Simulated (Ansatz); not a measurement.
Ti3O in space group P-31c (No. 163; Ti on 12i, O on 2d, O on 2a), PBEsol (plane waves, PAW; program Ansatz), all energies at zero smearing, with the estimated change up to a 700 eV cutoff added, with one set of potentials and settings (totals compare only within such a set). Cell of 16 atoms (12 Ti, 4 O): -31943.723 eV.

```tsv
element	reference phase	E (eV/atom)
Ti	P6/mmm, 3 atoms in the cell	-2473.9117
O	C2/m, 4 atoms in the cell, spin-polarised	-558.3554
```

Formation energy per atom, worked out: (-31943.723 − 12×(-2473.9117) − 4×(-558.3554))/16 = -1.460 eV/atom (-141 kJ per mol of atoms), at 0 K, without zero-point energy or fitted corrections.

The first step of the workflow began from a Materials Project structure, measured or hypothetical; the Crystallography Open Database files this formula in space group No. 163, but the cells were not matched. Whether it is the stable phase at ambient conditions was not checked. Symmetry was held in the PBEsol relaxation; whether a distortion lowers the energy is not shown. The run is not spin-polarised. The references are the lowest solids computed at this level, not always the standard phases (solids in place of the gases).

Potentials: the later of the program's two PAW sets.
